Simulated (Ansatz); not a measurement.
**OsBr₃ in the ReO3-type structure**

Level of theory: DFT, PBE+U (U_eff = 2 eV on Os 5d), scalar-relativistic, collinear spin; plane waves to 420 eV with PAW datasets (Ansatz 0.2.0), 4×4×4 k-mesh, Gaussian smearing of 0.05 eV; PAW files: Ansatz's generated set soft_2.

```
Os Br
1.0
     5.13605    0.00000    0.00000
     0.00000    5.13605    0.00000
     0.00000    0.00000    5.13605
Os Br
1 3
Direct
  0.00000 0.00000 0.00000
  0.50000 0.00000 0.00000
  0.00000 0.00000 0.50000
  0.00000 0.50000 0.00000
```

The structure was built from a prototype; whether the compound forms in it isn't claimed. The ideal cubic cell shuts out tilts of the octahedra, which such structures often take.

Starting moments: Os 1.9 μB on each such atom, all parallel.

Two runs on this cell, alike but for how the open shells were started and searched, both converged. The ends of their outputs, energies left out:

Run A:

```
Magnetization: 2.4688 μB (19.7344 up, 17.2656 down)
Absolute magnetization: 2.5417 μB (∫|ρ↑−ρ↓|, with the PAW one-centre terms)
Per-site moments (μB) at R_I (Å): [(1.62270, 1.05931), (0.11075, 1.05931), (0.11075, 1.05931), (0.11075, 1.05931)]
Entropy (-TS):   -0.009063 eV (-2.266 meV/atom)
Fermi energy:    3.669504 eV
--- Stress (GPa, compression-positive) ---
        0.084485       0.000000       0.000000
        0.000000       0.084485       0.000000
        0.000000       0.000000       0.084485
  P = ⅓ Tr σ = 0.0845 GPa (0.845 kbar)
--- Löwdin populations: 4 sites ---
  site symbol       q [e]    m [muB]
     0     Os     15.3857     1.9321
     1     Br      7.1451     0.1755
     2     Br      7.1451     0.1755
     3     Br      7.1451     0.1755
--- Occupation matrices: 1 shell (run DFT+U table (all-electron-ortho-atomic); ε = 2.13e-3) ---
  Os0 d_5D up     Tr n = 4.2950  λ = 0.659 0.659 0.992 0.992 0.992  [2× z2 0.50 (Eg 1.00) Eg(1.00) | 3× xz 0.33 (T2g 1.00) T2g(1.00)]
  Os0 d_5D dn     Tr n = 2.4137  λ = 0.424 0.424 0.424 0.571 0.571  [3× xz 0.33 (T2g 1.00) T2g(1.00) | 2× z2 0.50 (Eg 1.00) Eg(1.00)]
```

Run B:

```
Magnetization: 2.4688 μB (19.7344 up, 17.2656 down)
Absolute magnetization: 2.5453 μB (∫|ρ↑−ρ↓|, with the PAW one-centre terms)
Per-site moments (μB) at R_I (Å): [(1.63780, 1.05931), (0.10676, 1.05931), (0.10676, 1.05931), (0.10010, 1.05931)]
Entropy (-TS):   -0.001035 eV (-0.259 meV/atom)
Fermi energy:    3.529746 eV
--- Stress (GPa, compression-positive) ---
        0.380677       0.000000      -0.034679
        0.000000       0.347975       0.000000
       -0.034679       0.000000       0.380677
  P = ⅓ Tr σ = 0.3698 GPa (3.698 kbar)
--- Löwdin populations: 4 sites ---
  site symbol       q [e]    m [muB]
     0     Os     15.3633     1.9666
     1     Br      7.1509     0.1659
     2     Br      7.1509     0.1659
     3     Br      7.1565     0.1582
--- Occupation matrices: 1 shell (run DFT+U table (all-electron-ortho-atomic); ε = 1.04e-3) ---
  Os0 d_5D up     Tr n = 4.3001  λ = 0.660 0.662 0.992 0.993 0.993  [x2-y2 0.75 (Eg 1.00) Eg(1.00) | z2 0.75 (Eg 1.00) Eg(1.00) | 3× yz 0.33 (T2g 1.00) T2g(1.00)]
  Os0 d_5D dn     Tr n = 2.3846  λ = 0.263 0.270 0.575 0.576 0.701  [yz 0.50 (T2g 1.00) T2g(1.00) | xz 0.93 (T2g 0.93) T2g(0.93) | 2× z2 0.49 (Eg 0.97) Eg(0.97) | yz 0.50 (T2g 1.00) T2g(1.00)]
```

Task: Which run ended in a state above the other, and by how much?

Result: Run A, by 12.7 meV/atom. The Hubbard penalty (U/2) Σ λ(1 − λ), summed over the shells' natural occupations, is 1.69 eV in it and 1.56 eV in the other, beside a total difference of 0.05 eV a cell: the penalty alone would part them further, and bonding wins part of it back.

Task: How was each started, and what does that suggest?

Result: The higher one: from atoms, symmetry kept, no search for lower states. The lower one: from atoms, default search. That state was reached by 2 of 4 converged starts: from atoms, default search; from atoms, wider search. Convergence alone doesn't show that the lowest state was found, so several starts are run and the lowest energy is kept. Here keeping the full symmetry without a search trapped the shell.

λ are the eigenvalues of the shell's occupation matrix; the brackets give the leading real orbital and the representation of each set, with weights.

Spin–orbit coupling, which matters for such heavy elements, is left out. The order of the orbitals lowers the symmetry: the run keeps 8 of the 48 point operations that the cell and its moments have. Site moments are of spin, integrated over atomic spheres. The k-mesh is coarse, so small energy differences aren't converged.
